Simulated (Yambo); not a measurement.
# How GW settings move the gap: NaBa2ReO6

G0W0@PBEsol for NaBa₂ReO₆ (space group Fm-3m, No. 225) in Yambo. Reference settings: 2×2×2 Γ-centred k mesh, bands 6 to 229 and a 7 Ry block in the screening, 229 bands in G with the Bruneval-Gonze terminator, plasmon pole fitted at 27.2 eV. The PBEsol gap Γ → X on this mesh is 1.90 eV; G0W0 gaps are taken between the same points.

```
change from the reference     G0W0 gap Γ → X (eV)  shift of the valence edge (eV)        rough Yambo cost
----------------------------  -------------------  ------------------------------  ----------------------
reference settings                           3.62                           -0.42                       1
94 bands in G                                3.67                           -0.37                       –
wavefunctions cut at 25 Ry                   3.62                           -0.37  within a factor of two
no point-group symmetry                      3.63                           -0.45                about 3×
94 bands in G, no terminator                 3.65                            0.32                       –
no terminator                                3.59                           -0.20                       –
```

The reference isn't shown to be the converged limit. Costs are rough (shared machines), scaled to the same edge states, and given only for runs that recompute the screening.

Without spin-orbit coupling, band edges of such heavy elements can be off by tenths of an eV.

Geometry of the Materials Project entry, not relaxed at this level; primitive cell a = b = c = 5.955 Å, α = β = γ = 60.00°.

A shift is the quasiparticle energy of the state minus its PBEsol energy.
